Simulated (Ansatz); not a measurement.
Hf$_{2}$N (anti-rutile, P4_2/mnm) under volume change, LDA (plane waves, PAW; program Ansatz), shape and atoms relaxed at each volume.

```json
[
 {"V (Å³/atom)": "13.389", "E − E(relaxed) (meV/atom)": "95.0", "P (GPa)": "24.88"},
 {"V (Å³/atom)": "13.830", "E − E(relaxed) (meV/atom)": "40.0", "P (GPa)": "15.30"},
 {"V (Å³/atom)": "14.272", "E − E(relaxed) (meV/atom)": "9.5", "P (GPa)": "7.05"},
 {"V (Å³/atom)": "14.713", "E − E(relaxed) (meV/atom)": "0.0", "P (GPa)": "0.00"},
 {"V (Å³/atom)": "15.155", "E − E(relaxed) (meV/atom)": "?", "P (GPa)": "?"},
 {"V (Å³/atom)": "15.596", "E − E(relaxed) (meV/atom)": "32.5", "P (GPa)": "-11.21"},
 {"V (Å³/atom)": "16.037", "E − E(relaxed) (meV/atom)": "?", "P (GPa)": "?"}
]
```

Problem. Fill in the missing entries.

Solution. 
- 15.155, E − E(relaxed) (meV/atom): 8.5
- 15.155, P (GPa): -6.04
- 16.037, E − E(relaxed) (meV/atom): 69.6
- 16.037, P (GPa): -15.61

Problem. What does a third-order Birch–Murnaghan fit give for V₀, B₀ and B′?

Solution. V₀ = 14.71 Å³/atom, B₀ = 217 GPa, B′ = 4.1.

The first step of the workflow began from a Materials Project structure, measured or hypothetical; the Crystallography Open Database copy checked does not list it. Its standing as an ambient phase is unchecked. The cell was relaxed with LDA under the symmetry of its start; of distortions, only those at the zone centre were tested. The run is not spin-polarised. Scalar-relativistic: spin–orbit coupling is off unless named, which matters more the heavier the elements.

Potentials: the later of the program's two PAW sets.
